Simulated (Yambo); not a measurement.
G0W0@LDA for TlAlF₄ (space group P4/mmm, No. 123) in Yambo. Reference settings: 4×4×2 Γ-centred k mesh, 160 bands and a 8 Ry block in the screening, 160 bands in G with the Bruneval-Gonze terminator, plasmon pole fitted at 27.2 eV. The LDA gap R → X on this mesh is 4.11 eV; G0W0 gaps are taken between the same points.

Gap (R → X) in eV against the number of bands and the screening block, terminator on:

```tsv
bands (W and G)	2 Ry	3 Ry	5 Ry	6 Ry	8 Ry
41	7.403	7.295	7.169	7.133	7.118
63	7.201	7.103	7.015	6.990	6.987
91	7.144	7.051	6.983	6.967	6.977
125	7.124	7.031	6.962	6.950	6.966
160	7.116	7.022	6.949	6.936	6.955
```

Rough cost of the Yambo step against the reference (shared machines):

```json
[
 {"bands (W and G)": "41", "2 Ry": "1/7", "3 Ry": "1/7", "5 Ry": "1/6", "6 Ry": "1/5", "8 Ry": "1/5"},
 {"bands (W and G)": "63", "2 Ry": "1/4", "3 Ry": "1/3", "5 Ry": "1/3", "6 Ry": "1/3", "8 Ry": "1/3"},
 {"bands (W and G)": "91", "2 Ry": "~1", "3 Ry": "1/2", "5 Ry": "1/2", "6 Ry": "~1", "8 Ry": "~1"},
 {"bands (W and G)": "125", "2 Ry": "~1", "3 Ry": "~1", "5 Ry": "~1", "6 Ry": "~1", "8 Ry": "~1"},
 {"bands (W and G)": "160", "2 Ry": "~1", "3 Ry": "~1", "5 Ry": "~1", "6 Ry": "~1", "8 Ry": "1"}
]
```

At the largest block the last step in bands moves the gap by -0.011 eV; at the most bands the last step in the block moves it by 0.019 eV.

Spin-orbit coupling is left out; with 6p states at a band edge it can lower the gap by many tenths of an eV, most of a small gap.

The standard potential for Tl keeps a d shell in the valence without the s and p states of that shell. In tests on such compounds this moved G0W0 gaps by up to about 0.9 eV, so absolute quasiparticle energies here are unreliable; differences between settings are what counts.

Geometry of the Materials Project entry, not relaxed at this level; primitive cell a = 3.636 Å, b = 3.636 Å, c = 6.306 Å, α = 90.00°, β = 90.00°, γ = 90.00°.
